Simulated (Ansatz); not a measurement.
Ansatz input file:

```yaml
crystal:
  lattice:
    - [4.7035829134, 0.0, 0.0]
    - [-2.3206826702, 4.0912252649, 0.0]
    - [0.0, 0.0, 27.461461116]
  atoms:
    - { symbol: Ti, position: [0.5, 0.0, 0.3095246813] }
    - { symbol: Si, position: [0.1634549967, 0.3365450033, 0.3095246813] }
    - { symbol: Si, position: [0.8365450033, 0.6634549967, 0.3095246813] }
    - { symbol: Ti, position: [0.0, 0.0, 0.3865550065] }
    - { symbol: Si, position: [0.3365450033, 0.6634549967, 0.3865550065] }
    - { symbol: Si, position: [0.6634549967, 0.3365450033, 0.3865550065] }
    - { symbol: Ti, position: [0.0, 0.5, 0.4640886094] }
    - { symbol: Si, position: [0.660915698, 0.8371102424, 0.4641171394] }
    - { symbol: Si, position: [0.339084302, 0.1628897576, 0.4641171394] }
    - { symbol: Ti, position: [0.5, 0.5, 0.5419909996] }
    - { symbol: Si, position: [0.8372940113, 0.1619068841, 0.5414486119] }
    - { symbol: Si, position: [0.1627059887, 0.8380931159, 0.5414486119] }
    - { symbol: Ti, position: [0.5, 0.0, 0.6198764947] }
    - { symbol: Si, position: [0.1533993937, 0.3316868304, 0.6193620412] }
    - { symbol: Si, position: [0.8466006063, 0.6683131696, 0.6193620412] }
    - { symbol: H, position: [0.8266996969, 0.1658434152, 0.670128737] }
basis:
  ecutwfc: 420
kpoints:
  mp_grid: { grid: [7, 7, 1] }
hamiltonian:
  xc: pbe
  dispersion: d3bj
scf:
  occupations: { method: gaussian, width: 0.1 }
output:
  forces: true
  eigenvalues: true
relax:
  adjacent_minimum: "off"
  f_tol: 0.03
  max_steps: 70
  constraints: [{ sites: [0, 1, 2, 3, 4, 5] }]
efield:
  axis: 3
  dipole_correction: true
  ramp_width: 0.04
```

Run as
```bash
ansatz run input.yaml --threads 2 --pin off --max-ram 5120MiB --backend cpu --events-out ev --progress --plain --runs-dir out
```

Computed with DFT PBE+D3(BJ), scalar-relativistic, plane waves, PAW (Ansatz 0.2.0).

From the run's log, abridged:

```
Pseudopotentials: kind: paw
Pseudopotential: Ti, paw, valence charge 12, recommended cutoff 420 eV (normal)
Pseudopotential: Si, paw, valence charge 4, recommended cutoff 420 eV (normal)
Pseudopotential: H, paw, valence charge 1, recommended cutoff 420 eV (normal)
Functional definition: PBE
Crystal: 16 atoms, lattice volume = 528.452 Å³
Basis set: ecut = 420 eV, 10301 PW (Γ), exchange–correlation on 64×64×384 points (8 copies of the dense FFT grid, shifted against one another)
Bands: 67, of which v1, the nominal top of the filled ones, is band 51 counted from 1 (50 counted from 0)
Symmetry: 1 space group operations
Space group: P1 (ITA 1), of the structure as read, at distance tolerance 8.1e-5 Å
k-points: 25 of 49 (time reversal used)
Initial density: superposition of atomic densities (neutral atoms: chi_scale 0, normalization atom), corrected by the library's trained network
Initial wavefunctions: pseudopotential atomic-orbital guess
Functional: x = pbe(κ = 0.804, μ = 0.21951497), c = pbe(β = 0.06672455)
SCF iter   1: F=—  HF=-18882.400407 eV  |F-HF|=—  |Δ(HF+E_count)|=         —  Δρ=6.87e-3  dr2=1.75e0  ethr=1.77e-3  p=-0.071 e·Å  D=-2.42e-2 V/Å  ΔV_dip=0.66 eV  dr2_dipole=1.02e-1  V_vac-E_F(+/−)=4.78/4.11 eV  ⟨swp⟩=9.1  Hψ=8884  notcnv=0  defer=2
efield: sawtooth ramp at fractional position 0.9698 (placed from the atoms, in the widest stretch of the axis that holds none; the zero of the levels goes with the place), width 0.0400; the density the first Hamiltonian is built on has a dipole p = -0.071 e·Å; the dipole correction subtracts the counter field D = -2.42e-2 V/Å, which shifts the + side's vacuum level by +0.66 eV against the − side's; the planar-averaged density in the ramp window peaks in size at 7.3e-6 e/Å³
SCF iter   2: F=—  HF=-18882.340396 eV  |F-HF|=—  |Δ(HF+E_count)|=   6.00e-2  Δρ=3.41e-3  dr2=4.34e-1  ethr=1.73e-3  p=-0.101 e·Å  D=-3.46e-2 V/Å  ΔV_dip=0.95 eV  dr2_dipole=1.85e-2  V_vac-E_F(+/−)=4.71/3.76 eV  ⟨swp⟩=2.0  Hψ=2129  notcnv=0  defer=209
SCF iter   3: F=—  HF=-18882.321361 eV  |F-HF|=—  |Δ(HF+E_count)|=   1.90e-2  Δρ=5.57e-4  dr2=8.68e-3  ethr=4.30e-4  p=-0.095 e·Å  D=-3.27e-2 V/Å  ΔV_dip=0.90 eV  dr2_dipole=3.29e-3  V_vac-E_F(+/−)=4.72/3.82 eV  ⟨swp⟩=2.1  Hψ=1759  notcnv=0  defer=211
SCF iter   4: F=—  HF=-18882.322266 eV  |F-HF|=—  |Δ(HF+E_count)|=   9.05e-4  Δρ=1.98e-4  dr2=8.52e-4  ethr=8.59e-6  p=-0.097 e·Å  D=-3.32e-2 V/Å  ΔV_dip=0.91 eV  dr2_dipole=1.52e-5  V_vac-E_F(+/−)=4.73/3.81 eV  ⟨swp⟩=2.0  Hψ=2420  notcnv=0  defer=199
SCF iter   5: F=-18882.322322 eV  HF=-18882.322314 eV  |F-HF|=7.77e-6  |Δ(HF+E_count)|=   4.75e-5  Δρ=4.77e-5  dr2=1.63e-5  ethr=8.43e-7  p=-0.097 e·Å  D=-3.32e-2 V/Å  ΔV_dip=0.91 eV  dr2_dipole=2.17e-10  V_vac-E_F(+/−)=4.72/3.81 eV  ⟨swp⟩=2.5  Hψ=2082  notcnv=0  defer=199
SCF iter   6: F=-18882.322329 eV  HF=-18882.322333 eV  |F-HF|=3.91e-6  |Δ(HF+E_count)|=   1.91e-5  Δρ=1.85e-5  dr2=6.07e-6  ethr=1.62e-8  p=-0.097 e·Å  D=-3.31e-2 V/Å  ΔV_dip=0.91 eV  dr2_dipole=5.72e-7  V_vac-E_F(+/−)=4.73/3.82 eV  ⟨swp⟩=19.8  Hψ=10756  notcnv=0
SCF 1 converged in 6 iterations: F = -18882.322329 eV  dr2 = 6.07e-6
relax step   1: F+E_penalty+E_count = -18882.32232914 eV  Δ(F+E_penalty+E_count) = +0.000e0 eV  max|allowed force component| = 6.499e-1 eV/Å  Δτ_max = 0.0000 Å  (6 SCF iters, dr2 threshold 2.25e-5 eV, accepted)
Initial density: handed on by an earlier stage of this run
Initial wavefunctions: those handed on with the density
SCF iter   1: F=—  HF=-18882.459840 eV  |F-HF|=—  |Δ(HF+E_count)|=         —  Δρ=4.99e-3  dr2=2.08e-1  ethr=1.99e-4  p=-0.097 e·Å  D=-3.31e-2 V/Å  ΔV_dip=0.91 eV  dr2_dipole=3.98e-3  V_vac-E_F(+/−)=4.72/3.81 eV  ⟨swp⟩=2.0  Hψ=5615  notcnv=0  defer=217
efield: sawtooth ramp at fractional position 0.9698 (handed on by an earlier solve), width 0.0400; the density the first Hamiltonian is built on has a dipole p = -0.097 e·Å; the dipole correction subtracts the counter field D = -3.31e-2 V/Å, which shifts the + side's vacuum level by +0.91 eV against the − side's; the planar-averaged density in the ramp window peaks in size at 1.9e-6 e/Å³
SCF iter   2: F=—  HF=-18882.434717 eV  |F-HF|=—  |Δ(HF+E_count)|=   2.51e-2  Δρ=2.49e-3  dr2=6.25e-2  ethr=1.99e-4  p=-0.080 e·Å  D=-2.75e-2 V/Å  ΔV_dip=0.75 eV  dr2_dipole=8.81e-4  V_vac-E_F(+/−)=4.57/3.81 eV  ⟨swp⟩=2.4  Hψ=2796  notcnv=0  defer=217
SCF iter   3: F=—  HF=-18882.426707 eV  |F-HF|=—  |Δ(HF+E_count)|=   8.01e-3  Δρ=7.89e-4  dr2=6.61e-3  ethr=6.19e-5  p=-0.081 e·Å  D=-2.78e-2 V/Å  ΔV_dip=0.76 eV  dr2_dipole=3.86e-5  V_vac-E_F(+/−)=4.58/3.82 eV  ⟨swp⟩=2.3  Hψ=2751  notcnv=0  defer=217
SCF iter   4: F=—  HF=-18882.425672 eV  |F-HF|=—  |Δ(HF+E_count)|=   1.03e-3  Δρ=1.24e-4  dr2=1.48e-4  ethr=6.55e-6  p=-0.081 e·Å  D=-2.78e-2 V/Å  ΔV_dip=0.76 eV  dr2_dipole=7.89e-6  V_vac-E_F(+/−)=4.58/3.82 eV  ⟨swp⟩=3.5  Hψ=3289  notcnv=0  defer=217
SCF iter   5: F=-18882.425693 eV  HF=-18882.425685 eV  |F-HF|=7.80e-6  |Δ(HF+E_count)|=   1.33e-5  Δρ=4.02e-5  dr2=7.11e-6  ethr=2.61e-8  p=-0.081 e·Å  D=-2.77e-2 V/Å  ΔV_dip=0.76 eV  dr2_dipole=2.73e-7  V_vac-E_F(+/−)=4.58/3.82 eV  ⟨swp⟩=18.8  Hψ=11295  notcnv=0
SCF 2 converged in 5 iterations: F = -18882.425693 eV  dr2 = 7.11e-6
relax step   2: F+E_penalty+E_count = -18882.42569314 eV  Δ(F+E_penalty+E_count) = -1.034e-1 eV  max|allowed force component| = 4.991e-1 eV/Å  Δτ_max = 0.1940 Å  (5 SCF iters, dr2 threshold 2.64e-5 eV, accepted)
SCF iter   1: F=—  HF=-18882.463227 eV  |F-HF|=—  |Δ(HF+E_count)|=         —  Δρ=1.59e-3  dr2=4.46e-2  ethr=2.74e-4  p=-0.081 e·Å  D=-2.77e-2 V/Å  ΔV_dip=0.76 eV  dr2_dipole=1.60e-2  V_vac-E_F(+/−)=4.57/3.81 eV  ⟨swp⟩=2.3  Hψ=3066  notcnv=0  defer=216
efield: sawtooth ramp at fractional position 0.9698 (handed on by an earlier solve), width 0.0400; the density the first Hamiltonian is built on has a dipole p = -0.081 e·Å; the dipole correction subtracts the counter field D = -2.77e-2 V/Å, which shifts the + side's vacuum level by +0.76 eV against the − side's; the planar-averaged density in the ramp window peaks in size at 2.0e-6 e/Å³
SCF iter   2: F=—  HF=-18882.461191 eV  |F-HF|=—  |Δ(HF+E_count)|=   2.04e-3  Δρ=7.74e-4  dr2=1.03e-2  ethr=4.41e-5  p=-0.080 e·Å  D=-2.73e-2 V/Å  ΔV_dip=0.75 eV  dr2_dipole=1.84e-3  V_vac-E_F(+/−)=4.57/3.82 eV  ⟨swp⟩=2.0  Hψ=2542  notcnv=0  defer=216
SCF iter   3: F=—  HF=-18882.460082 eV  |F-HF|=—  |Δ(HF+E_count)|=   1.11e-3  Δρ=2.40e-4  dr2=1.04e-3  ethr=1.02e-5  p=-0.081 e·Å  D=-2.78e-2 V/Å  ΔV_dip=0.76 eV  dr2_dipole=4.15e-6  V_vac-E_F(+/−)=4.58/3.82 eV  ⟨swp⟩=2.7  Hψ=2502  notcnv=0  defer=216
SCF iter   4: F=—  HF=-18882.459877 eV  |F-HF|=—  |Δ(HF+E_count)|=   2.04e-4  Δρ=5.35e-5  dr2=1.82e-5  ethr=1.03e-6  p=-0.081 e·Å  D=-2.78e-2 V/Å  ΔV_dip=0.76 eV  dr2_dipole=4.37e-7  V_vac-E_F(+/−)=4.58/3.82 eV  ⟨swp⟩=2.8  Hψ=2780  notcnv=0  defer=216
   ...
SCF iter   2: F=—  HF=-18882.491025 eV  |F-HF|=—  |Δ(HF+E_count)|=   3.94e-3  Δρ=7.56e-4  dr2=4.57e-3  ethr=2.68e-5  p=-0.067 e·Å  D=-2.30e-2 V/Å  ΔV_dip=0.63 eV  dr2_dipole=1.30e-4  V_vac-E_F(+/−)=4.44/3.81 eV  ⟨swp⟩=2.8  Hψ=3088  notcnv=0  defer=217
SCF iter   3: F=—  HF=-18882.489997 eV  |F-HF|=—  |Δ(HF+E_count)|=   1.03e-3  Δρ=2.15e-4  dr2=5.26e-4  ethr=4.52e-6  p=-0.068 e·Å  D=-2.32e-2 V/Å  ΔV_dip=0.64 eV  dr2_dipole=4.45e-5  V_vac-E_F(+/−)=4.45/3.81 eV  ⟨swp⟩=2.0  Hψ=2527  notcnv=0  defer=217
SCF iter   4: F=—  HF=-18882.490161 eV  |F-HF|=—  |Δ(HF+E_count)|=   1.64e-4  Δρ=6.06e-5  dr2=2.96e-5  ethr=5.20e-7  p=-0.068 e·Å  D=-2.33e-2 V/Å  ΔV_dip=0.64 eV  dr2_dipole=2.45e-6  V_vac-E_F(+/−)=4.45/3.81 eV  ⟨swp⟩=3.0  Hψ=2953  notcnv=0  defer=217
SCF iter   5: F=—  HF=-18882.490167 eV  |F-HF|=—  |Δ(HF+E_count)|=   6.04e-6  Δρ=2.02e-5  dr2=3.16e-6  ethr=2.93e-8  p=-0.068 e·Å  D=-2.34e-2 V/Å  ΔV_dip=0.64 eV  dr2_dipole=5.66e-8  V_vac-E_F(+/−)=4.45/3.81 eV  ⟨swp⟩=2.6  Hψ=2654  notcnv=0  defer=217
SCF iter   6: F=-18882.490169 eV  HF=-18882.490169 eV  |F-HF|=3.75e-7  |Δ(HF+E_count)|=   2.07e-6  Δρ=6.17e-6  dr2=2.50e-7  ethr=2.34e-9  p=-0.068 e·Å  D=-2.33e-2 V/Å  ΔV_dip=0.64 eV  dr2_dipole=9.00e-9  V_vac-E_F(+/−)=4.45/3.81 eV  ⟨swp⟩=17.4  Hψ=9515  notcnv=0
SCF 5 converged in 6 iterations: F = -18882.490169 eV  dr2 = 2.50e-7
relax step   5: F+E_penalty+E_count = -18882.49016921 eV  Δ(F+E_penalty+E_count) = -1.536e-3 eV  max|allowed force component| = 6.094e-2 eV/Å  Δτ_max = 0.0702 Å  (6 SCF iters, dr2 threshold 2.37e-6 eV, accepted)
SCF iter   1: F=—  HF=-18882.496329 eV  |F-HF|=—  |Δ(HF+E_count)|=         —  Δρ=1.26e-3  dr2=1.84e-2  ethr=1.49e-4  p=-0.068 e·Å  D=-2.33e-2 V/Å  ΔV_dip=0.64 eV  dr2_dipole=6.48e-3  V_vac-E_F(+/−)=4.44/3.80 eV  ⟨swp⟩=2.2  Hψ=3143  notcnv=0  defer=217
efield: sawtooth ramp at fractional position 0.9698 (handed on by an earlier solve), width 0.0400; the density the first Hamiltonian is built on has a dipole p = -0.068 e·Å; the dipole correction subtracts the counter field D = -2.33e-2 V/Å, which shifts the + side's vacuum level by +0.64 eV against the − side's; the planar-averaged density in the ramp window peaks in size at 2.3e-6 e/Å³
SCF iter   2: F=—  HF=-18882.494493 eV  |F-HF|=—  |Δ(HF+E_count)|=   1.84e-3  Δρ=5.35e-4  dr2=3.30e-3  ethr=1.82e-5  p=-0.063 e·Å  D=-2.16e-2 V/Å  ΔV_dip=0.59 eV  dr2_dipole=6.63e-4  V_vac-E_F(+/−)=4.40/3.81 eV  ⟨swp⟩=2.0  Hψ=3014  notcnv=0  defer=217
SCF iter   3: F=—  HF=-18882.493897 eV  |F-HF|=—  |Δ(HF+E_count)|=   5.96e-4  Δρ=1.20e-4  dr2=1.33e-4  ethr=3.27e-6  p=-0.063 e·Å  D=-2.17e-2 V/Å  ΔV_dip=0.60 eV  dr2_dipole=2.55e-6  V_vac-E_F(+/−)=4.40/3.81 eV  ⟨swp⟩=2.0  Hψ=2521  notcnv=0  defer=217
SCF iter   4: F=—  HF=-18882.494121 eV  |F-HF|=—  |Δ(HF+E_count)|=   2.25e-4  Δρ=4.35e-5  dr2=1.63e-5  ethr=1.31e-7  p=-0.063 e·Å  D=-2.17e-2 V/Å  ΔV_dip=0.60 eV  dr2_dipole=3.49e-7  V_vac-E_F(+/−)=4.40/3.81 eV  ⟨swp⟩=3.0  Hψ=2949  notcnv=0  defer=217
SCF iter   5: F=-18882.494121 eV  HF=-18882.494121 eV  |F-HF|=6.17e-7  |Δ(HF+E_count)|=   2.20e-7  Δρ=1.14e-5  dr2=6.84e-7  ethr=9.88e-10  p=-0.063 e·Å  D=-2.17e-2 V/Å  ΔV_dip=0.60 eV  dr2_dipole=2.09e-8  V_vac-E_F(+/−)=4.40/3.81 eV  ⟨swp⟩=15.6  Hψ=10718  notcnv=0
SCF 6 converged in 5 iterations: F = -18882.494121 eV  dr2 = 6.84e-7
relax step   6: F+E_penalty+E_count = -18882.49412147 eV  Δ(F+E_penalty+E_count) = -3.952e-3 eV  max|allowed force component| = 4.802e-2 eV/Å  Δτ_max = 0.0386 Å  (5 SCF iters, dr2 threshold 9.98e-7 eV, accepted)
SCF iter   1: F=—  HF=-18882.494549 eV  |F-HF|=—  |Δ(HF+E_count)|=         —  Δρ=3.51e-4  dr2=2.49e-3  ethr=6.68e-6  p=-0.063 e·Å  D=-2.17e-2 V/Å  ΔV_dip=0.60 eV  dr2_dipole=1.14e-3  V_vac-E_F(+/−)=4.40/3.81 eV  ⟨swp⟩=2.0  Hψ=2948  notcnv=0
efield: sawtooth ramp at fractional position 0.9698 (handed on by an earlier solve), width 0.0400; the density the first Hamiltonian is built on has a dipole p = -0.063 e·Å; the dipole correction subtracts the counter field D = -2.17e-2 V/Å, which shifts the + side's vacuum level by +0.60 eV against the − side's; the planar-averaged density in the ramp window peaks in size at 2.2e-6 e/Å³
SCF iter   2: F=—  HF=-18882.494362 eV  |F-HF|=—  |Δ(HF+E_count)|=   1.87e-4  Δρ=1.56e-4  dr2=2.55e-4  ethr=2.46e-6  p=-0.066 e·Å  D=-2.26e-2 V/Å  ΔV_dip=0.62 eV  dr2_dipole=2.61e-6  V_vac-E_F(+/−)=4.43/3.81 eV  ⟨swp⟩=2.0  Hψ=2590  notcnv=0
SCF iter   3: F=—  HF=-18882.494323 eV  |F-HF|=—  |Δ(HF+E_count)|=   3.87e-5  Δρ=6.35e-5  dr2=4.94e-5  ethr=2.52e-7  p=-0.066 e·Å  D=-2.25e-2 V/Å  ΔV_dip=0.62 eV  dr2_dipole=3.91e-12  V_vac-E_F(+/−)=4.42/3.81 eV  ⟨swp⟩=2.4  Hψ=2762  notcnv=0
SCF iter   4: F=—  HF=-18882.494559 eV  |F-HF|=—  |Δ(HF+E_count)|=   2.36e-4  Δρ=1.16e-5  dr2=1.01e-6  ethr=4.89e-8  p=-0.066 e·Å  D=-2.25e-2 V/Å  ΔV_dip=0.62 eV  dr2_dipole=4.04e-9  V_vac-E_F(+/−)=4.42/3.81 eV  ⟨swp⟩=2.6  Hψ=2696  notcnv=0
SCF iter   5: F=—  HF=-18882.494560 eV  |F-HF|=—  |Δ(HF+E_count)|=   5.15e-7  Δρ=4.89e-6  dr2=2.44e-7  ethr=9.90e-11  p=-0.066 e·Å  D=-2.25e-2 V/Å  ΔV_dip=0.62 eV  dr2_dipole=3.00e-8  V_vac-E_F(+/−)=4.42/3.81 eV  ⟨swp⟩=14.1  Hψ=9640  notcnv=0
SCF iter   6: F=-18882.494560 eV  HF=-18882.494560 eV  |F-HF|=1.33e-8  |Δ(HF+E_count)|=   2.72e-7  Δρ=1.55e-6  dr2=2.56e-8  ethr=9.90e-11  p=-0.066 e·Å  D=-2.25e-2 V/Å  ΔV_dip=0.62 eV  dr2_dipole=3.68e-9  V_vac-E_F(+/−)=4.42/3.81 eV  ⟨swp⟩=6.0  Hψ=6094  notcnv=0
SCF 7 converged in 6 iterations: F = -18882.494560 eV  dr2 = 2.56e-8
relax step   7: F+E_penalty+E_count = -18882.49456000 eV  Δ(F+E_penalty+E_count) = -4.385e-4 eV  max|allowed force component| = 1.215e-2 eV/Å  Δτ_max = 0.0106 Å  (6 SCF iters, accepted)
SCF converged after 6 iterations
Free energy (F): -18882.494560 eV
Harris-Foulkes:  -18882.494560 eV  (|F-HF|=1.33e-8)
Internal energy: -18882.459919 eV  (E = F + TS)
E sigma→0 (E₀):  -18882.477240 eV
Entropy (-TS):   -0.034641 eV (-2.165 meV/atom)
Fermi energy:    2.687339 eV
Dipole field:    D = -0.022563 V/Å  (p = -0.065894 e·Å, saw-weighted, corrected)
Work function:   Φ+ = 4.4257 eV   Φ− = 3.8061 eV
Levels:          The Fermi level and band energies are counted from a zero that moves with the ramp; work functions are not
--- Per-component energies (eV) ---
  E_band       = -1544.523287
  E_kinetic    = 1807.345954
  E_local      = -87159.109306  (includes V_loc(G=0)·N_el)
  E_nonlocal   = 296.525891
  E_hartree    = 42751.071269
  E_xc         = -1062.793214
  E_vxc        = -1108.577272  (∫ρ·V_xc dr)
  E_paw        = -10366.348203  (= ΣΔE_a)
  E_vpaw       = -881.394478  (= ΣTr[D̂ρ^β])
  E_aug_tail   = -0.000571  (compensation charges beyond the density's cutoff)
  E_efield     = 0.000743  (sawtooth field / dipole correction)
  E_vefield    = -1.466907  (∫n·V_field dr)
  E_ewald      = 34857.445956
  E_disp       = -6.598439  (pairwise vdW)
  E_smearing   = -0.034641  (= −TS)
--- Forces (eV/Å), atoms counted from 1 ---
  atom   1  Ti     0.00175622    -0.00280068    -0.35709816
  atom   2  Si    -0.01218165     0.20380946    -0.13560024
  atom   3  Si     0.01902349    -0.21660338    -0.14503019
  atom   4  Ti    -0.05326156     0.01035393     0.28885398
  atom   5  Si     0.05950117    -0.07459153     0.22071285
  atom   6  Si    -0.01607705     0.07595369     0.12470615
  atom   7  Ti     0.00494171     0.00342214    -0.00298855
  atom   8  Si     0.00098627     0.00325682     0.00601734
  atom   9  Si    -0.00400570     0.00089030     0.00056548
  atom  10  Ti     0.00270289     0.00144508     0.00116184
  atom  11  Si     0.00363679     0.00018489     0.00277632
  atom  12  Si     0.00812694     0.00264611    -0.00582626
  atom  13  Ti    -0.00612940    -0.01215069    -0.00306672
  atom  14  Si    -0.00351329    -0.00608325     0.00312161
  atom  15  Si    -0.01017415     0.00772975     0.00774880
  atom  16  H      0.00464656     0.00256096    -0.00603605
--- Band table (eV; the first three rows and the last of 25) ---
  k-point 0: bands = ["-54.1822", "-53.9363", "-53.6343", "-53.6148", "-53.5544", "-30.6376", "-30.4638", "-30.3835", "-30.2925", "-30.2503", "-30.2274", "-30.0133", "-29.9849", "-29.9792", "-29.9685", "-29.9421", "-29.9249", "-29.8914", "-29.8608", "-29.8566", "-9.9462", "-9.2338", "-8.0867", "-6.6076", "-5.0743", "-3.0456", "-2.9050", "-2.6753", "-2.5995", "-2.3805", "-2.2763", "-1.9547", "-1.8453", "-1.5223", "-1.2252", "-1.0447", "-0.8440", "-0.5551", "-0.4498", "-0.0908", "0.2930", "0.5286", "0.6794", "0.8817", "0.8945", "1.0464", "1.2399", "1.3794", "1.4522", "1.6885", "2.1881", "2.9928", "3.0770", "3.2789", "3.3572", "3.4959", "3.8228", "3.9634", "4.3361", "5.7691", "5.8181", "5.8589" ...
  k-point 1: bands = ["-54.1822", "-53.9362", "-53.6343", "-53.6146", "-53.5545", "-30.6375", "-30.4647", "-30.3837", "-30.2932", "-30.2507", "-30.2287", "-30.0126", "-29.9903", "-29.9764", "-29.9690", "-29.9428", "-29.9277", "-29.8870", "-29.8611", "-29.8572", "-9.7723", "-9.0700", "-7.9420", "-6.4850", "-4.9896", "-4.0699", "-4.0186", "-3.0984", "-2.8887", "-2.6390", "-2.2625", "-2.1474", "-1.6459", "-1.1507", "-0.7960", "-0.6235", "-0.4081", "-0.2262", "-0.0649", "0.0290", "0.3033", "0.3449", "0.6612", "0.8379", "1.1314", "1.2935", "1.3677", "1.4288", "1.5609", "1.6379", "2.3286", "2.7888", "3.0101", "3.1375", "3.3331", "3.4172", "3.6816", "3.8463", "4.2625", "5.2682", "5.4705", "5.5917", ...
  k-point 2: bands = ["-54.1821", "-53.9361", "-53.6343", "-53.6142", "-53.5549", "-30.6373", "-30.4669", "-30.3842", "-30.2947", "-30.2515", "-30.2316", "-30.0112", "-29.9978", "-29.9747", "-29.9696", "-29.9434", "-29.9332", "-29.8784", "-29.8621", "-29.8585", "-9.2725", "-8.6093", "-7.5604", "-6.2324", "-5.4368", "-5.2430", "-4.6890", "-4.0665", "-3.5061", "-3.1969", "-2.4056", "-2.2421", "-1.7420", "-1.1403", "-0.9386", "-0.6761", "-0.3355", "0.0203", "0.1256", "0.2794", "0.6444", "0.9205", "1.1522", "1.2414", "1.3874", "1.4617", "1.6252", "1.8364", "1.9222", "2.1806", "2.5450", "2.5890", "3.0519", "3.1745", "3.2446", "3.5554", "3.7106", "3.9470", "3.9946", "4.8111", "4.9394", "5.1742", " ...
  k-point 24: bands = ["-54.1820", "-53.9361", "-53.6335", "-53.6147", "-53.5552", "-30.6393", "-30.4651", "-30.3888", "-30.2932", "-30.2546", "-30.2295", "-30.0168", "-30.0024", "-29.9809", "-29.9637", "-29.9398", "-29.9341", "-29.8710", "-29.8643", "-29.8596", "-8.7941", "-8.2156", "-7.2078", "-6.3775", "-6.1457", "-5.5765", "-4.8560", "-4.3438", "-3.8919", "-3.3793", "-2.5682", "-2.2606", "-1.9911", "-1.5667", "-1.0891", "-0.6113", "-0.2845", "0.0227", "0.2157", "0.4441", "0.6527", "1.0563", "1.1133", "1.3347", "1.3969", "1.7179", "1.8428", "2.0356", "2.2143", "2.3944", "2.6925", "2.9337", "3.0933", "3.2257", "3.5945", "3.6485", "3.8605", "4.0187", "4.3100", "4.6833", "4.8312", "4.9969",  ...
--- Relaxed structure (7 steps of the walk, 7 accepted, 0 SCFs on fresh bases) ---
  F+E_penalty+E_count = -18882.49456000 eV   max|allowed force component| = 1.215e-2 eV/Å
  atoms:
    - { symbol: Ti, position: [0.50000000, 0.0, 0.3095246813] }
    - { symbol: Si, position: [0.1634549967, 0.33654500, 0.3095246813] }
    - { symbol: Si, position: [0.83654500, 0.66345499, 0.3095246813] }
    - { symbol: Ti, position: [0.0, 0.0, 0.38655500] }
    - { symbol: Si, position: [0.33654500, 0.66345499, 0.38655500] }
    - { symbol: Si, position: [0.66345499, 0.33654500, 0.38655500] }
    - { symbol: Ti, position: [-0.00177575, 0.49502927, 0.46411828] }
    - { symbol: Si, position: [0.66461652, 0.83611150, 0.46473032] }
    - { symbol: Si, position: [0.33976560, 0.16386470, 0.46397476] }
    - { symbol: Ti, position: [0.49511125, 0.49916091, 0.54205090] }
    - { symbol: Si, position: [0.83879658, 0.16554504, 0.54312880] }
    - { symbol: Si, position: [0.16829813, 0.84014072, 0.53971596] }
    - { symbol: Ti, position: [0.48699194, -0.00302245, 0.61911070] }
    - { symbol: Si, position: [0.12157295, 0.32148826, 0.62572185] }
    - { symbol: Si, position: [0.86643898, 0.68874786, 0.61532543] }
    - { symbol: H, position: [0.80553864, 0.15078270, 0.66732362] }
```

The relaxation met its thresholds.

It took 3.5 min on 2 threads of Intel(R) Xeon(R) Platinum 8559C (Emerald Rapids) (shared host), peak memory 1.2 GiB.